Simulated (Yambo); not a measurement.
A G0W0@PBEsol run in Yambo for K₂PtC₂ (space group P-3m1, No. 164) (3×3×2 Γ-centred k mesh, bands 5 to 219 and a 8 Ry block in the screening, 219 bands in G with the Bruneval-Gonze terminator, plasmon pole fitted at 27.2 eV) gives these matrix elements, in eV, at the band edges (A → (0, 0.333, -0.5)):

| state | E0 | <Vxc> | <Σx> | <Σc(E0)> | Z |
|---|---|---|---|---|---|
| valence edge | 0.000 | -18.349 | -21.584 | 2.576 | 0.778 |
| conduction edge | 1.188 | -9.845 | -6.336 | -3.053 | 0.812 |

Task: Solve the linearised quasiparticle equation for both states, give the gap, and say how exchange and correlation each act on it.

Result: E = E0 + Z(Σx + Σc − Vxc). Valence: 0.000 + 0.778 × (-21.584 + (2.576) − (-18.349)) = -0.51 eV. Conduction: 1.188 + 0.812 × (-6.336 + (-3.053) − (-9.845)) = 1.56 eV. The gap is 2.07 eV, against 1.19 eV in PBEsol. Replacing Vxc by bare exchange alone would open it by 6.74 eV; correlation takes back 5.63 eV of that, and Z scales what is left. Nearest settings tried, and what they do to the gap: 139 bands in G: -3 meV; 3 Ry block (83 vectors against 327): -143 meV. Not varied: bands in W, mesh. So the settings aren't converged at that level. The k mesh is coarse. The mesh misses a band edge: along a dense path the PBEsol gap is 0.88 eV against 1.19 eV on the mesh. Without spin-orbit coupling, band edges of such heavy elements can be off by tenths of an eV.

Geometry of the Materials Project entry, not relaxed at this level; primitive cell a = 5.138 Å, b = 5.138 Å, c = 5.195 Å, α = 90.00°, β = 90.00°, γ = 120.00°.

The structure is a Materials Project entry; no match was found in the copy of COD used, and its stability was not checked.
